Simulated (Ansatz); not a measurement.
SnO2 (rutile)

```
SnO2
1.0
    4.82755     0.00000     0.00000
    0.00000     4.82755     0.00000
    0.00000     0.00000     3.23815
Sn O
2 4
Direct
  0.00000   0.00000   0.00000
  0.50000   0.50000   0.50000
  0.30658   0.30658   0.00000
  0.80658   0.19342   0.50000
  0.19342   0.80658   0.50000
  0.69342   0.69342   0.00000
```

The slice is a (-1 1 0) plane (indices of the conventional cell) through the point (0.000, 0.000, 0.000) (fractional), spanned by u = [001] and v = [110] in vectors of this cell: u (3.24 Å) and v (6.83 Å, at 90° to u). It covers one period; positions are fractions (u, v).

Level of theory: PBE (plane waves to 420 eV, PAW, scalar-relativistic; Ansatz, a quantum-chemistry and plane-wave program). k mesh 7×7×10. Near the nuclei the fields are pseudised (PAW); where an atom keeps semicore shells as valence, they peak there. SnO2 was relaxed with its symmetry unable to fall.

Three fields on this plane, each scaled to ten steps between its own extremes (0 low, 9 high; the total valence density on a logarithmic scale, the potential cut 8 eV below its top; x marks points blanked near nuclei; v = 0 in the bottom row):

Map A
```
|xxx006600xx|
|xxx037730xx|
|x0016886100|
|00368998630|
|xxx899998xx|
|xxx899998xx|
|xxxx7667xxx|
|xxx410014xx|
|xxx00xx00xx|
|xx00xxxx00x|
|640xxxxxx04|
|630xxxxxx03|
|640xxxxxx04|
|xx00xxxx00x|
|xxx00xx00xx|
|xxx410014xx|
|xxxx7667xxx|
|xxx899998xx|
|xxx899998xx|
|00368998630|
|x0016886100|
|xxx037730xx|
|xxx006600xx|
|xxxx0550xxx|
```

Map B
```
|xxx954459xx|
|xxx743347xx|
|x9742112479|
|98641001468|
|xxx520025xx|
|xxx731137xx|
|xxxx5335xxx|
|xxx965569xx|
|xxx99xx99xx|
|xx99xxxx99x|
|678xxxxxx87|
|557xxxxxx75|
|678xxxxxx87|
|xx99xxxx99x|
|xxx99xx99xx|
|xxx965569xx|
|xxxx5335xxx|
|xxx731137xx|
|xxx520025xx|
|98641001468|
|x9742112479|
|xxx743347xx|
|xxx954459xx|
|xxxx6556xxx|
```

Map C
```
|xxx310013xx|
|xxx210012xx|
|x2210000122|
|55310000135|
|xxx400004xx|
|xxx820028xx|
|xxxx4114xxx|
|xxx932239xx|
|xxx52xx25xx|
|xx62xxxx26x|
|432xxxxxx23|
|012xxxxxx21|
|432xxxxxx23|
|xx62xxxx26x|
|xxx52xx25xx|
|xxx932239xx|
|xxxx4114xxx|
|xxx820028xx|
|xxx400004xx|
|55310000135|
|x2210000122|
|xxx210012xx|
|xxx310013xx|
|xxxx1111xxx|
```

**Question.** Assign the maps to these fields: electron localisation function (ELF); valence electron density; electrostatic potential energy of an electron, from the cell's mean.

**Answer.** A is the electrostatic potential energy of an electron, from the cell's mean; B is the valence electron density; C is the electron localisation function (ELF).
